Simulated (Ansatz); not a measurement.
A plane-wave DFT run in Ansatz 0.2.0 (scalar-relativistic PAW potentials unless the input names others): input and command.

```yaml
crystal:
  lattice:
    - [5.5732499693, 0.0, 0.0]
    - [0.0, 5.5732499693, 0.0]
    - [0.0, 0.0, 4.5826870904]
  atoms:
    - { symbol: sr, position: [0.0, 0.5, 0.5] }
    - { symbol: Sr, position: [0.5, 0.0, 0.5] }
    - { symbol: Sr, position: [0.5, 0.5, 0.0] }
    - { symbol: O, position: [0.0, 0.0, 0.0] }
basis:
  ecutwfc: 420
kpoints:
  mp_grid: { grid: [10, 10, 10] }
hamiltonian:
  xc: pbe
scf:
  occupations: { method: gaussian, width: 0.1 }
  max_iter: 50
output:
  forces: true
  eigenvalues: true
  stress: true
```

```bash
ansatz run input.yaml --threads 1 --pin off --max-ram 2560MiB --backend cpu --events-out ev --progress --plain --runs-dir out
```

Q: What will the program do with this input?

A: The program refuses it, because of an unknown element (crystal.atoms[0].symbol: "Sr" → "sr"). With the sound run's settings it is accepted.

Abridged log:
```
Error: YAML parse error: error: line 7 column 17: `sr` is not an element symbol (H … Og, case-exact)
 --> <input>:7:17
  |
5 |     - [0.0, 0.0, 4.5826870904]
6 |   atoms:
7 |     - { symbol: sr, position: [0.0, 0.5, 0.5] }
  |                 ^ `sr` is not an element symbol (H … Og, case-exact)
8 |     - { symbol: Sr, position: [0.5, 0.0, 0.5] }
9 |     - { symbol: Sr, position: [0.5, 0.5, 0.0] }
  |
```